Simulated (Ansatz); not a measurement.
# Slab of bcc W (100), 6 layers

The slab is cut from the bcc crystal, the stable phase, as relaxed on PAW files (16.13 Å³/atom), with 16 Å of vacuum and a dipole correction:

```
W
1.0
     3.18342    0.00000    0.00000
     0.00000    3.18342    0.00000
     0.00000    0.00000   23.95850
W
6
Cartesian
  0.7959 0.7959 8.0000
  2.3876 2.3876 9.5917
  0.7959 0.7959 11.1834
  2.3876 2.3876 12.7751
  0.7959 0.7959 14.3668
  2.3876 2.3876 15.9585
```

Computed with Ansatz 0.2.0; functional PBE, scalar-relativistic. Settings: a Γ-centred 11×11×1 k mesh, Fermi–Dirac smearing of 0.08 eV, no spin polarisation. Methods: LAPW: all electrons, basis error target 1 meV/atom; PAW: frozen-core files, cutoff 420 eV.

The bulk energy comes from a cell in the slab's orientation on a 11×11×11 mesh. The surface energy is (E(slab) − N·E(bulk))/2A at zero smearing, the mean of both faces; thin slabs carry quantum-size effects.

Spin–orbit coupling is left out, which matters for the heavy atoms.

**Question.** As cut, the LAPW slab lies 5.397 eV above 6 atoms of bulk. What surface energy is that?

**Answer.** Over two faces of 10.13 Å² it is 266.3 meV/Å², and times 16.02 J/m² per eV/Å² that gives γ = 4.266 J/m².

**Question.** What do relaxation and the other method give, and what work function comes out?

**Answer.** 

```
method  γ as cut (J/m²)  γ relaxed (J/m²)  Φ as cut (eV)  Φ relaxed (eV)
  LAPW            4.266             3.980           4.21            4.14
   PAW            4.271             3.982           4.21            4.14
```

**Question.** How do the spacings between the planes relax?

**Answer.** From the bottom face up: d12 -11.8 % of 1.592 Å, d23 +3.5 % of 1.592 Å, d34 -3.2 % of 1.592 Å, d45 +3.5 % of 1.592 Å, d56 -11.8 % of 1.592 Å.

**Question.** What changes if the images along the normal are cut off in place of the dipole correction?

**Answer.** LAPW then gives: no gap, work function 4.14 eV; PAW: no gap, work function 4.14 eV.

**Question.** A 4f core hole is made on one atom of each kind in every 1×1 cell (PAW hole dataset, neutral cell, valence without spin). What does it cost by layer?

**Answer.** layer 1 31.81 eV, layer 2 32.21 eV, layer 3 32.18 eV. Shifts between layers mean more than the absolute values, and a whole layer of holes screens otherwise than one hole.

**Question.** In the relaxed 1×1 cell, replace the outer, then the middle W by Re, which changes a whole layer. What shift does this Z+1 picture give?

**Answer.** E(outer) − E(middle) = -0.27 eV by LAPW and -0.28 eV by PAW; a positive value puts the surface line at higher binding energy.
